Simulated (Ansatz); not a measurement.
The relaxed structure here is a generated cell of CrI3: the first start was made by placing the elements on the sites of a structure type, and the end was not matched to a known phase here, so it may be hypothetical. Known forms of CrI3 include space group No. 148.

One stationary structure of CrI3. Space group R-3c (No. 167). The numbers are results of PBEsol (plane waves to 420 eV, PAW, scalar-relativistic; Ansatz, a program for electronic structure), not measurements.

Space group R-3c, hexagonal axes (No. 167); a = b = 6.759 Å, c = 18.391 Å, α = β = 90.00°, γ = 120.00°

```json
[
 {"atom": "Cr", "site": "6b", "symmetry": "-3.", "x": "0.0000", "y": "0.0000", "z": "0.0000"},
 {"atom": "I", "site": "18e", "symmetry": ".2", "x": "0.3389", "y": "0.3389", "z": "0.2500"}
]
```
(The calculation used a cell of 8 atoms; values per cell refer to that cell.)

What band gap does PBEsol give?

Zero (the bands touch at this level, without spin-orbit coupling).

What is the computed magnetic moment (PBEsol)?

Net 0.75 μB/atom, ferromagnetic.

Spin state reached: ferromagnetic (net 0.75 μB/atom), from parallel starting moments; other spin orders were not run from this start. Without spin-orbit coupling the bands of the heavy element are not split, so the gap can be far off.

The run could not lose the symmetry of its start; a randomly shaken copy of 8 atoms returns to this structure.
